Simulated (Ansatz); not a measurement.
A geometry of Au away from equilibrium: step 2 of the relaxation of a relaxed Au cell, doubled along one cell vector, shaken by Gaussian noise of σ = 0.08 Å a coordinate. All values below come from r2SCAN (plane waves to 500 eV, PAW, scalar-relativistic; Ansatz, a program for electronic structure). Γ-centred k-mesh 12×12×2 on the run's cell (coarser than for final values), Fermi–Dirac smearing 0.05 eV.

```yaml
crystal:
  lattice:
    - [2.76900, 0.00068, 0.00132]
    - [0.00068, 2.77013, 0.00548]
    - [0.00940, 0.03912, 19.77331]
  atoms:
    - { symbol: Au, position: [0.52361, 0.49069, 0.36158] }
    - { symbol: Au, position: [0.49401, 0.48607, 0.86344] }
    - { symbol: Au, position: [0.53126, 0.51529, 0.13617] }
    - { symbol: Au, position: [0.48379, 0.50302, 0.63451] }
    - { symbol: Au, position: [0.04535, 0.02674, 0.25291] }
    - { symbol: Au, position: [0.03382, 0.99806, 0.75299] }
    - { symbol: Au, position: [0.50442, 0.51300, 0.99866] }
    - { symbol: Au, position: [0.52457, 0.44022, 0.50075] }
```

Problem. Predict the force on each atom, in eV/Å.

Solution. 
```
atom     Fx     Fy     Fz
----  -----  -----  -----
Au1    0.05   0.08   0.60
Au2    0.06   0.00   0.09
Au3    0.02   0.02   0.10
Au4   -0.01   0.05   0.51
Au5   -0.07  -0.10  -0.57
Au6   -0.09  -0.02  -0.48
Au7    0.00   0.01   0.23
Au8    0.03  -0.04  -0.48
```

Problem. What is the pressure?

Solution. +0.4 GPa, compression positive.

Problem. How much energy per atom can still be gained by relaxing?

Solution. 0.12 eV/atom; the path ends in Fm-3m (No. 225) (fcc (Cu type)).

No spin polarisation in the result.

Of the parent cell (P4/mmm (No. 123)): it is a generated cell of Au: the first start was made by a random draw of sites in a space group, and the end was not matched to a known phase here, so it may be hypothetical. Known forms of Au include space group No. 225.
